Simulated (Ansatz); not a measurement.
## Perovskite alloy of KMgF3 and KZnF3 (7 of 8 Mg sites exchanged), 40 atoms

Ansatz, PAW, plane waves. PBEsol relaxation of volume and atoms (shape held) at the single k point (¼, ¼, ¼) without its symmetry partners; single points on the relaxed atoms at the single k point (¼, ¼, ¼) without its symmetry partners, onto which points of the small cell's zone fold. Arrangement: unlike neighbours preferred. No spin–orbit coupling unless named.

Relaxed structure:

```xyz
40
Lattice="8.0894 0.0000 0.0000 0.0000 8.0894 0.0000 0.0000 0.0000 8.0894" Properties=species:S:1:pos:R:3 pbc="T T T"
K     8.0887    8.0860    0.0034
K     0.0001    0.0015    4.0463
K     8.0881    4.0439    0.0021
K     0.0011    4.0395    4.0491
K     4.0430    8.0869    0.0019
K     4.0419    0.0003    4.0500
K     4.0443    4.0438    0.0003
K     4.0415    4.0401    4.0515
Zn    2.0220    2.0214    2.0250
Zn    2.0206    2.0201    6.0711
Zn    2.0219    6.0653    2.0256
Zn    2.0205    6.0650    6.0700
Zn    6.0665    2.0212    2.0256
Zn    6.0656    2.0204    6.0706
Zn    6.0658    6.0657    6.0698
Mg    6.0656    6.0656    2.0266
F     2.0245    2.0103    0.0036
F     2.0178    2.0317    4.0476
F     2.0214    6.0761    0.0045
F     2.0218    6.0539    4.0465
F     6.0627    2.0209    0.0042
F     6.0686    2.0206    4.0469
F     6.0671    6.0654    0.0253
F     6.0644    6.0667    4.0254
F     8.0873    2.0256    2.0217
F     8.0873    2.0223    6.0727
F     8.0656    6.0616    2.0253
F     8.0868    6.0635    6.0687
F     4.0451    2.0169    2.0289
F     4.0435    2.0198    6.0673
F     4.0661    6.0690    2.0255
F     4.0448    6.0670    6.0717
F     2.0164    8.0863    2.0369
F     2.0198    8.0873    6.0592
F     2.0246    4.0451    2.0143
F     2.0228    4.0431    6.0818
F     6.0697    8.0664    2.0245
F     6.0669    8.0862    6.0698
F     6.0623    4.0650    2.0258
F     6.0649    4.0449    6.0694
```

Q: What are the mean bond lengths by pair (pairs within 1.2 times the sum of covalent radii, less contacts 15 % beyond the pair's median; cation–cation pairs of compounds aside; long ionic contacts are cut short by that bound)?

A: F–K 2.860 ± 0.005 Å (standard deviation, 96 bonds); F–Mg 2.000 ± 0.001 Å (standard deviation, 6 bonds); F–Zn 2.026 ± 0.008 Å (standard deviation, 42 bonds).

Q: What gap lies between the top filled and the lowest empty level in the single points?

A: r²SCAN 5.94 eV (15 s on 7 threads of Neoverse-V2). Away from Γ this isn't the crystal's band gap.
